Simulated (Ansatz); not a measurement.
Sn:
```yaml
crystal:
  lattice:
    - [5.69286, 3.28677, 2.24425]
    - [-5.69286, 3.28677, 2.24425]
    - [0.00000, -6.57355, 2.24425]
  atoms:
    - { symbol: Sn, position: [0.03601, 0.72950, 0.54041] }
    - { symbol: Sn, position: [0.96399, 0.27050, 0.45959] }
    - { symbol: Sn, position: [0.54041, 0.03601, 0.72950] }
    - { symbol: Sn, position: [0.45959, 0.96399, 0.27050] }
    - { symbol: Sn, position: [0.72950, 0.54041, 0.03601] }
    - { symbol: Sn, position: [0.27050, 0.45959, 0.96399] }
    - { symbol: Sn, position: [0.71643, 0.71643, 0.71643] }
    - { symbol: Sn, position: [0.28357, 0.28357, 0.28357] }
```

Relaxed with r²SCAN. Special points in fractions of this cell's reciprocal vectors: Γ (0.000, 0.000, 0.000); L (0.500, 0.000, 0.000); T (0.500, -0.500, 0.500); P0 (0.244, -0.756, 0.244); P2 (0.244, 0.244, 0.244); F (0.500, -0.500, 0.000).

Problem. List the band energies nearest the Fermi level at these points for r²SCAN (plane waves, PAW; program Ansatz).

Solution. In eV from the Fermi level; about four levels below and three above (degenerate sets whole), none deeper than 8.9 eV; points with the same levels are listed once.

```tsv
k	below	above
Γ	-2.87 -2.87 -1.07 -1.07 -0.64	1.27 1.65 1.65
L	-1.20 -0.99 -0.70 -0.03	1.31 1.35 1.57
T	-2.24 -2.24 -2.14 -1.83	0.28 0.28 0.82
P0	-2.30 -2.30 -1.81 -1.81 -1.57	1.50 1.85 1.85
F	-1.76 -1.36 -1.29 -0.88	0.62 0.64 1.49
```

Space group R-3. The start of the workflow was typed in or built on a structure type; neither database checked (COD, Materials Project) lists it. It is not the phase usual at ambient conditions (space group No. 141). The r²SCAN relaxation kept the symmetry of its start; its stability against distortions is not shown here. Spin–orbit coupling is left out wherever it is not named.

Potentials: the earlier of the program's two PAW sets.
